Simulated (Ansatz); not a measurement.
According to r²SCAN in the plane-wave PAW code Ansatz, BP in the tetragonal phase (P4_2/mnm; B on 4f, P on 4g) relaxes to a = 5.551 Å, c = 3.197 Å. Against the elements it lies at -0.33 eV/atom, with no fitted shifts.

The Kohn–Sham gap is 0.55 eV (indirect). The valence maximum lies at Γ and the conduction minimum on the Γ–Z line, 59 % of the way from Γ (2 equivalent valleys). The screened hybrid HSE06 puts the gap at 1.09 eV. Electrons at the band edge weigh 0.32, 0.32, 0.46 mₑ (principal values).

The bulk modulus is 155 GPa. The relaxed-ion elastic constants in GPa are C11 = 326, C12 = 81.4, C13 = 40.1, C33 = 428, C44 = 144, C66 = 87.5. The elastic constants imply a Debye temperature near 973 K. Bader charges are B +0.65, P -0.65 e.

The start of the workflow was typed in or built on a structure type; neither database checked (COD, Materials Project) lists it. It is not the phase usual at ambient conditions (space group No. 216). The r²SCAN relaxation kept the symmetry of its start; whether a distortion lowers the energy is not shown. The references are the lowest solids computed at this level, not always the standard phases.

Potentials: the earlier of the program's two PAW sets. The files were generated under PBE; for other functionals the program regenerates the frozen cores, and for LDA and PBEsol the local potential too.
